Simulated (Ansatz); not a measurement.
Here is the system:

IrO$_{2}$:
```cif
data_Ir2O4
_chemical_formula_sum 'Ir2 O4'
_space_group_name_H-M_alt 'P42/mnm'
_space_group_IT_number 136
_space_group_name_Hall '-P 4n 2n'
_cell_length_a 4.43234
_cell_length_b 4.43234
_cell_length_c 3.13670
_cell_angle_alpha 90.000
_cell_angle_beta 90.000
_cell_angle_gamma 90.000
loop_
_atom_site_label
_atom_site_type_symbol
_atom_site_symmetry_multiplicity
_atom_site_Wyckoff_symbol
_atom_site_fract_x
_atom_site_fract_y
_atom_site_fract_z
_atom_site_occupancy
Ir1 Ir 2 a 0.00000 0.00000 0.00000 1
O1 O 4 f 0.30914 0.30914 0.00000 1
```

This is the LDA-relaxed structure.

Question: All from plane-wave PAW LDA (Ansatz code), unless another level is named. Give the electronic character.

Answer: metallic (no gap).

Question: Predict the formation energy from the elements (no fitted shifts).

Answer: -0.97 eV/atom.

Question: And the density of states at the Fermi level?

Answer: 0.46 states/eV per atom (mean over ±0.08 eV).

Space group P4_2/mnm (rutile). The LDA relaxation kept the symmetry of its start. No spin polarisation was allowed. The references are the lowest solids computed at this level, not always the standard phases (solids in place of the gases). Spin–orbit coupling is left out wherever it is not named.

Potentials: the earlier of the program's two PAW sets. The files were generated under PBE; for other functionals the program regenerates the frozen cores, and for LDA and PBEsol the local potential too.
